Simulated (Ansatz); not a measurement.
# Profile along the O–Mg line in MgO (rock salt)

MgO (rock salt)

```cif
data_MgO
_chemical_formula_sum 'O1 Mg1'
_space_group_name_H-M_alt 'P 1'
_space_group_IT_number 1
_cell_length_a 2.97521
_cell_length_b 2.97521
_cell_length_c 2.97521
_cell_angle_alpha 60.000
_cell_angle_beta 60.000
_cell_angle_gamma 60.000
loop_
_space_group_symop_operation_xyz
  'x, y, z'
loop_
_atom_site_label
_atom_site_type_symbol
_atom_site_fract_x
_atom_site_fract_y
_atom_site_fract_z
_atom_site_occupancy
O1 O 0.00000 0.00000 0.00000 1
Mg1 Mg 0.50000 0.50000 0.50000 1
```

Fields along a shortest O–Mg line of a {100} plane (2.10 Å), from O to Mg, interpolated on the slice's grid (step about 0.1 Å). Method: r2SCAN (plane waves to 500 eV, PAW, scalar-relativistic; Ansatz, a first-principles code). k mesh 13×13×13. Inside the PAW spheres the values are not all-electron values, and peaks at nuclei hang on which shells count as valence. MgO was relaxed with its symmetry unable to fall. The PAW data are Ansatz's earlier set.

```csv
distance from O (Å),valence electron density (e/Å³),electron localisation function
0.00,8.63,x
0.21,7.23,x
0.42,4.12,0.75
0.63,1.72,0.83
0.84,0.71,0.77
1.05,0.33,0.36
1.26,0.25,0.06
1.47,1.17,0.23
1.68,8.43,0.33
1.89,22.59,x
2.10,30.38,x
```

x: too close to a nucleus for the ELF to mean much.

Density on the O–Mg line (2.10 Å) at its density minimum, 1.2 Å from O: 0.25 e/Å³. ELF at that point: 0.07. Character of the O–Mg contact (rough rule: ELF there above 0.7 covalent, below 0.2 ionic, polar between): closed-shell (ionic).
